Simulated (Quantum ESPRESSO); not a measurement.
## Ga7InP8 (finding a planted mistake in a log)

Simulated, not a measurement. The program is pw.x of Quantum ESPRESSO 7.5 (plane-wave density functional theory). The cell is made up: 16 atoms on a doubled zincblende/diamond lattice, with randomly drawn elements, strain and displacements, not relaxed. PseudoDojo standard norm-conserving files (v0.5 for PBE, v0.4.1 for LDA and PBEsol) set the functional; there is no spin polarisation, spin-orbit coupling or dispersion term, and the masses in the input are unused placeholders.

Intended input:

```
&control calculation='scf', pseudo_dir='./dojo.nc.sr.pbe.v0_5.standard.upf', outdir='./o', disk_io='low', tprnfor=.true., tstress=.true. /
&system ibrav=0, nat=16, ntyp=3, nbnd=78, ecutwfc=79.96652505, nosym=.true., tot_charge=0,
 occupations='smearing', smearing='fd', degauss=0.0018374661
/
&electrons conv_thr=7.350e-09, electron_maxstep=60, /
ATOMIC_SPECIES
Ga 1.0 Ga.upf
In 1.0 In.upf
P 1.0 P.upf
CELL_PARAMETERS angstrom
5.4125 0.0089 0.0115
0.0089 5.4396 -0.0259
0.023 -0.0517 11.1773
ATOMIC_POSITIONS angstrom
Ga -0.0146 -0.0109 -0.04
Ga -0.0144 2.7125 2.8761
Ga 2.7063 0.0363 2.8273
Ga 2.7209 2.7084 0.0032
Ga 0.0181 -0.0666 5.5559
In 0.1005 2.6305 8.3114
Ga 2.6899 -0.0593 8.4436
Ga 2.6425 2.7524 5.5763
P 1.3761 1.2924 1.4811
P 1.3766 4.0605 4.1482
P 4.0995 1.3627 4.111
P 4.1263 3.9907 1.3778
P 1.3445 1.3447 7.0044
P 1.3194 3.9938 9.7814
P 4.0793 1.2887 9.7546
P 4.0789 4.0191 7.0008
K_POINTS automatic
4 4 2 1 1 1
```

The log is shortened where brackets say so; the opening notice, blank lines, dates and the lines on written files are dropped, and the path of the files is cut. It prints rydbergs, bohrs and kilobars, and counts compression as positive stress.

Log of the intended run:

```
     Program PWSCF v.7.5
     Parallel version (MPI & OpenMP), running on       4 processor cores
     Number of MPI processes:                 4
     Threads/MPI process:                     1
     [start-up lines left out]
     bravais-lattice index     =            0
     lattice parameter (alat)  =      10.2282  a.u.
     unit-cell volume          =    2220.6788 (a.u.)^3
     number of atoms/cell      =           16
     number of atomic types    =            3
     number of electrons       =       144.00
     number of Kohn-Sham states=           78
     kinetic-energy cutoff     =      79.9665  Ry
     charge density cutoff     =     319.8661  Ry
     scf convergence threshold =      7.3E-09
     mixing beta               =       0.7000
     number of iterations used =            8  plain     mixing
     Exchange-correlation= PBE
                           (   1   4   3   4   0   0   0)
     [axes and pseudopotential details left out]
   Cartesian axes
     site n.     atom                  positions (alat units)
         1        Ga     tau(   1) = (  -0.0026974  -0.0020138  -0.0073903  )
         2        Ga     tau(   2) = (  -0.0026605   0.5011529   0.5313791  )
         3        Ga     tau(   3) = (   0.5000074   0.0067067   0.5223630  )
         4        Ga     tau(   4) = (   0.5027049   0.5003954   0.0005912  )
         5        Ga     tau(   5) = (   0.0033441  -0.0123048   1.0264905  )
         6        In     tau(   6) = (   0.0185681   0.4860029   1.5355880  )
         7        Ga     tau(   7) = (   0.4969774  -0.0109561   1.5600128  )
         8        Ga     tau(   8) = (   0.4882199   0.5085247   1.0302596  )
         9        P      tau(   9) = (   0.2542439   0.2387797   0.2736434  )
        10        P      tau(  10) = (   0.2543363   0.7502051   0.7664083  )
        11        P      tau(  11) = (   0.7574107   0.2517681   0.7595354  )
        12        P      tau(  12) = (   0.7623621   0.7373091   0.2545580  )
        13        P      tau(  13) = (   0.2484056   0.2484425   1.2941108  )
        14        P      tau(  14) = (   0.2437682   0.7378819   1.8071805  )
        15        P      tau(  15) = (   0.7536786   0.2380961   1.8022291  )
        16        P      tau(  16) = (   0.7536047   0.7425562   1.2934457  )
     number of k points=    16  Fermi-Dirac smearing, width (Ry)=  0.0018
                       cart. coord. in units 2pi/alat
        k(    1) = (   0.1245374   0.1247519   0.1213813), wk =   0.1250000
        k(    2) = (   0.1250538   0.1235982  -0.1207462), wk =   0.1250000
     [further k points left out]
     Dense  grid:   214519 G-vectors     FFT dimensions: (  60,  60, 125)
     Estimated max dynamical RAM per process >     544.04 MB
     Estimated total dynamical RAM >       1.97 GB
     Initial potential from superposition of free atoms
     starting charge     143.9763, renormalised to     144.0000
     Starting wfcs are  104 randomized atomic wfcs
     total cpu time spent up to now is        4.5 secs
     per-process dynamical memory:   382.7 Mb
     Self-consistent Calculation
     iteration #  1     ecut=    79.97 Ry     beta= 0.70
     Davidson diagonalization with overlap
     ethr =  1.00E-02,  avg # of iterations =  3.7
     Threshold (ethr) on eigenvalues was too large:
     Diagonalizing with lowered threshold
     Davidson diagonalization with overlap
     ethr =  4.34E-04,  avg # of iterations =  2.1
     total cpu time spent up to now is       19.9 secs
     total energy              =   -1314.49086044 Ry
     estimated scf accuracy    <       0.63848692 Ry
     iteration #  2     ecut=    79.97 Ry     beta= 0.70
     Davidson diagonalization with overlap
     ethr =  4.43E-04,  avg # of iterations =  5.9
     total cpu time spent up to now is       28.7 secs
     total energy              =   -1314.63403019 Ry
     estimated scf accuracy    <       0.16320625 Ry
     [iterations 3 to 10 left out]
     iteration # 11     ecut=    79.97 Ry     beta= 0.70
     Davidson diagonalization with overlap
     ethr =  4.52E-11,  avg # of iterations =  5.0
     total cpu time spent up to now is      109.8 secs
     total energy              =   -1314.67370838 Ry
     estimated scf accuracy    <       0.00000007 Ry
     iteration # 12     ecut=    79.97 Ry     beta= 0.70
     Davidson diagonalization with overlap
     ethr =  4.52E-11,  avg # of iterations =  2.0
     total cpu time spent up to now is      116.7 secs
     End of self-consistent calculation
     [lines on levels left out]
!    total energy              =   -1314.67370839 Ry
     estimated scf accuracy    <          3.1E-09 Ry
     smearing contrib. (-TS)   =      -0.00000000 Ry
     internal energy E=F+TS    =   -1314.67370839 Ry
     The total energy is F=E-TS. E is the sum of the following terms:
     one-electron contribution =    -582.98988189 Ry
     hartree contribution      =     401.79497705 Ry
     xc contribution           =    -366.53487052 Ry
     ewald contribution        =    -766.94393302 Ry
     convergence has been achieved in  12 iterations
     Forces acting on atoms (cartesian axes, Ry/au):
     atom    1 type  1   force =    -0.00256246    0.00243263    0.03277036
     atom    2 type  1   force =     0.02496273    0.00040350   -0.04800006
     atom    3 type  1   force =     0.02520155   -0.03841547   -0.01908130
     atom    4 type  1   force =    -0.00864600   -0.01330468    0.00962837
     atom    5 type  1   force =    -0.01600066    0.01605691    0.01189690
     atom    6 type  2   force =    -0.07877448    0.03662311    0.05476367
     atom    7 type  1   force =     0.00144829   -0.00591210   -0.01371701
     atom    8 type  1   force =     0.03144876   -0.02469382    0.00313994
     atom    9 type  3   force =    -0.02407535    0.02973445   -0.04032010
     atom   10 type  3   force =     0.00205740    0.01153029    0.00654452
     atom   11 type  3   force =    -0.02658315   -0.01338946    0.06711581
     atom   12 type  3   force =    -0.01728899    0.03407169    0.00815057
     atom   13 type  3   force =     0.09832511   -0.11021956   -0.10692767
     atom   14 type  3   force =     0.06608654    0.04332759    0.04430973
     atom   15 type  3   force =    -0.03066302   -0.01811452    0.03793632
     atom   16 type  3   force =    -0.04493628    0.04986943   -0.04821004
     Total force =     0.284693     Total SCF correction =     0.000308
     Computing stress (Cartesian axis) and pressure
          total   stress  (Ry/bohr**3)                   (kbar)     P=       51.49
   0.00040357  -0.00005293  -0.00001538           59.37       -7.79       -2.26
  -0.00005293   0.00039128   0.00009177           -7.79       57.56       13.50
  -0.00001538   0.00009177   0.00025531           -2.26       13.50       37.56
     init_run     :      4.27s CPU      4.42s WALL (       1 calls)
     electrons    :    110.28s CPU    112.25s WALL (       1 calls)
     forces       :      2.10s CPU      2.14s WALL (       1 calls)
     stress       :      6.32s CPU      6.45s WALL (       1 calls)
     [timing details left out]
     PWSCF        :   2m 3.05s CPU   2m 5.43s WALL
     JOB DONE.
```

A second run was made from an input with one planted mistake. Its log:

```
     Program PWSCF v.7.5
     Parallel version (MPI & OpenMP), running on       4 processor cores
     Number of MPI processes:                 4
     Threads/MPI process:                     1
     [start-up lines left out]
     bravais-lattice index     =            0
     lattice parameter (alat)  =      10.2282  a.u.
     unit-cell volume          =    2220.6788 (a.u.)^3
     number of atoms/cell      =           16
     number of atomic types    =            3
     number of electrons       =       144.00
     number of Kohn-Sham states=           96
     kinetic-energy cutoff     =      79.9665  Ry
     charge density cutoff     =     319.8661  Ry
     scf convergence threshold =      7.3E-09
     mixing beta               =       0.7000
     number of iterations used =            8  plain     mixing
     Exchange-correlation= PBE
                           (   1   4   3   4   0   0   0)
     [axes and pseudopotential details left out]
   Cartesian axes
     site n.     atom                  positions (alat units)
         1        Ga     tau(   1) = (  -0.0026974  -0.0020138  -0.0073903  )
         2        Ga     tau(   2) = (  -0.0026605   0.5011529   0.5313791  )
         3        Ga     tau(   3) = (   0.5000074   0.0067067   0.5223630  )
         4        Ga     tau(   4) = (   0.5027049   0.5003954   0.0005912  )
         5        Ga     tau(   5) = (   0.0033441  -0.0123048   1.0264905  )
         6        In     tau(   6) = (   0.0185681   0.4860029   1.5355880  )
         7        Ga     tau(   7) = (   0.4969774  -0.0109561   1.5600128  )
         8        Ga     tau(   8) = (   0.4882199   0.5085247   1.0302596  )
         9        P      tau(   9) = (   0.2542439   0.2387797   0.2736434  )
        10        P      tau(  10) = (   0.2543363   0.7502051   0.7664083  )
        11        P      tau(  11) = (   0.7574107   0.2517681   0.7595354  )
        12        P      tau(  12) = (   0.7623621   0.7373091   0.2545580  )
        13        P      tau(  13) = (   0.2484056   0.2484425   1.2941108  )
        14        P      tau(  14) = (   0.2437682   0.7378819   1.8071805  )
        15        P      tau(  15) = (   0.7536786   0.2380961   1.8022291  )
        16        P      tau(  16) = (   0.7536047   0.7425562   1.2934457  )
     number of k points=    16  Fermi-Dirac smearing, width (Ry)=  0.0235
                       cart. coord. in units 2pi/alat
        k(    1) = (   0.1245374   0.1247519   0.1213813), wk =   0.1250000
        k(    2) = (   0.1250538   0.1235982  -0.1207462), wk =   0.1250000
     [further k points left out]
     Dense  grid:   214519 G-vectors     FFT dimensions: (  60,  60, 125)
     Estimated max dynamical RAM per process >     610.98 MB
     Estimated total dynamical RAM >       2.23 GB
     Initial potential from superposition of free atoms
     starting charge     143.9763, renormalised to     144.0000
     Starting wfcs are  104 randomized atomic wfcs
     total cpu time spent up to now is        4.5 secs
     per-process dynamical memory:   420.5 Mb
     Self-consistent Calculation
     iteration #  1     ecut=    79.97 Ry     beta= 0.70
     Davidson diagonalization with overlap
     ethr =  1.00E-02,  avg # of iterations =  4.9
     Threshold (ethr) on eigenvalues was too large:
     Diagonalizing with lowered threshold
     Davidson diagonalization with overlap
     ethr =  4.26E-04,  avg # of iterations =  4.0
     total cpu time spent up to now is       25.7 secs
     total energy              =   -1314.50698713 Ry
     estimated scf accuracy    <       0.62892400 Ry
     iteration #  2     ecut=    79.97 Ry     beta= 0.70
     Davidson diagonalization with overlap
     ethr =  4.37E-04,  avg # of iterations =  2.9
     total cpu time spent up to now is       35.8 secs
     total energy              =   -1314.63059568 Ry
     estimated scf accuracy    <       0.17787933 Ry
     [iterations 3 to 10 left out]
     iteration # 11     ecut=    79.97 Ry     beta= 0.70
     Davidson diagonalization with overlap
     ethr =  3.70E-11,  avg # of iterations =  3.1
     total cpu time spent up to now is      127.3 secs
     total energy              =   -1314.67860845 Ry
     estimated scf accuracy    <       0.00000001 Ry
     iteration # 12     ecut=    79.97 Ry     beta= 0.70
     Davidson diagonalization with overlap
     ethr =  7.09E-12,  avg # of iterations =  2.2
     total cpu time spent up to now is      136.4 secs
     End of self-consistent calculation
     [lines on levels left out]
!    total energy              =   -1314.67860845 Ry
     estimated scf accuracy    <          1.2E-09 Ry
     smearing contrib. (-TS)   =      -0.02364169 Ry
     internal energy E=F+TS    =   -1314.65496676 Ry
     The total energy is F=E-TS. E is the sum of the following terms:
     one-electron contribution =    -582.95549169 Ry
     hartree contribution      =     401.76823563 Ry
     xc contribution           =    -366.52377767 Ry
     ewald contribution        =    -766.94393302 Ry
     convergence has been achieved in  12 iterations
     Forces acting on atoms (cartesian axes, Ry/au):
     atom    1 type  1   force =    -0.00253962    0.00281240    0.03207660
     atom    2 type  1   force =     0.02476619    0.00075236   -0.04676701
     atom    3 type  1   force =     0.02466263   -0.03792961   -0.01794423
     atom    4 type  1   force =    -0.00900316   -0.01299639    0.00906109
     atom    5 type  1   force =    -0.01586175    0.01599278    0.01176525
     atom    6 type  2   force =    -0.07838457    0.03676382    0.05451492
     atom    7 type  1   force =     0.00094687   -0.00576984   -0.01376576
     atom    8 type  1   force =     0.03075387   -0.02430095    0.00308764
     atom    9 type  3   force =    -0.02376781    0.02924502   -0.04010041
     atom   10 type  3   force =     0.00240098    0.01127928    0.00577725
     atom   11 type  3   force =    -0.02613476   -0.01355789    0.06614872
     atom   12 type  3   force =    -0.01690432    0.03355192    0.00798135
     atom   13 type  3   force =     0.09826595   -0.11008108   -0.10653566
     atom   14 type  3   force =     0.06586228    0.04296112    0.04444641
     atom   15 type  3   force =    -0.03043936   -0.01824613    0.03797212
     atom   16 type  3   force =    -0.04462344    0.04952318   -0.04771829
     Total force =     0.282923     Total SCF correction =     0.000149
     Computing stress (Cartesian axis) and pressure
          total   stress  (Ry/bohr**3)                   (kbar)     P=       52.10
   0.00040403  -0.00005231  -0.00001338           59.43       -7.69       -1.97
  -0.00005231   0.00039299   0.00008942           -7.69       57.81       13.15
  -0.00001338   0.00008942   0.00026548           -1.97       13.15       39.05
     init_run     :      4.19s CPU      4.37s WALL (       1 calls)
     electrons    :    129.31s CPU    131.90s WALL (       1 calls)
     forces       :      2.47s CPU      2.51s WALL (       1 calls)
     stress       :      7.60s CPU      7.74s WALL (       1 calls)
     [timing details left out]
     PWSCF        :   2m23.75s CPU   2m26.78s WALL
     JOB DONE.
```

Question: what was wrong in the second input?

Answer: the smearing is too wide. The input lines that differ, file-writing options aside:

```
- &system ibrav=0, nat=16, ntyp=3, nbnd=78, ecutwfc=79.96652505, nosym=.true., tot_charge=0,
+ &system ibrav=0, nat=16, ntyp=3, nbnd=96, ecutwfc=79.96652505, nosym=.true., tot_charge=0,
-  occupations='smearing', smearing='fd', degauss=0.0018374661
+  occupations='smearing', smearing='fd', degauss=0.0235195662
```

```
                                            intended run  run with the mistake
                          free energy (eV)    -17887.047            -17887.114
                    smearing term -TS (eV)        0.0000               -0.3217
                            pressure (GPa)          5.15                  5.21
            largest force component (eV/Å)         2.834                 2.830
largest change of a force component (eV/Å)                               0.032
                                iterations            12                    12
```

For scale, a rerun of the intended cell at a cutoff of 1377 eV and k mesh 6 x 6 x 4 moved values by no more than 0.020 eV in energy, 0.03 GPa in stress and 0.002 eV/Å in force. The number of bands, nbnd, was set by rule from the electron count and the smearing, so it follows the mistake.